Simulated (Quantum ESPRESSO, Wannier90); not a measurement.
# Wannierisation of Au (fcc (Cu type))

```xyz
1
Lattice="0.0000 2.0856 2.0856 2.0856 0.0000 2.0856 2.0856 2.0856 0.0000" Properties=species:S:1:pos:R:3 pbc="T T T"
Au     0.0000     0.0000     0.0000
```

Structure: Materials Project mp-81, symmetrised, not relaxed again. This is the element's usual structure. Level: PBEsol, spinors with spin-orbit coupling; pw.x of Quantum ESPRESSO at 61 Ry with PseudoDojo potentials, 10×10×10 k-points, Wannier90. Density: 18×18×18 mesh, cold smearing 0.01 Ry.

Base run: 18 functions from bands 9-42 of the 42 computed, start hydrogen-like Au: s;p;d, centres 0.05 Å off the atoms, frozen window up to 1.50 eV relative to the Fermi level, outer window open. One setting was then changed (edges relative to the Fermi level; misfit to pw.x on a path, for states up to 1.0 eV relative to the Fermi level).

| run | Ω_I (Å²) | rms misfit (meV) | worst (meV) |
|---|---|---|---|
| base | 15.03 | 2.8 | 31 |
| changed | 14.39 | 412 | 1407 |

Problem. Which change was made?
(A) frozen window to -0.50 eV
(B) frozen window to -1.50 eV
(C) only the lowest 26 of the kept bands
(D) frozen window to 0.50 eV
(E) no frozen window

Solution. E, no frozen window. The others give:

| run | Ω_I (Å²) | rms misfit (meV) | worst (meV) |
|---|---|---|---|
| frozen window to 0.50 eV | 14.97 | 14 | 172 |
| frozen window to -1.50 eV | 14.89 | 38 | 366 |
| frozen window to -0.50 eV | 14.91 | 27 | 295 |
| only the lowest 26 of the kept bands | 18.34 | 2.0 | 11 |
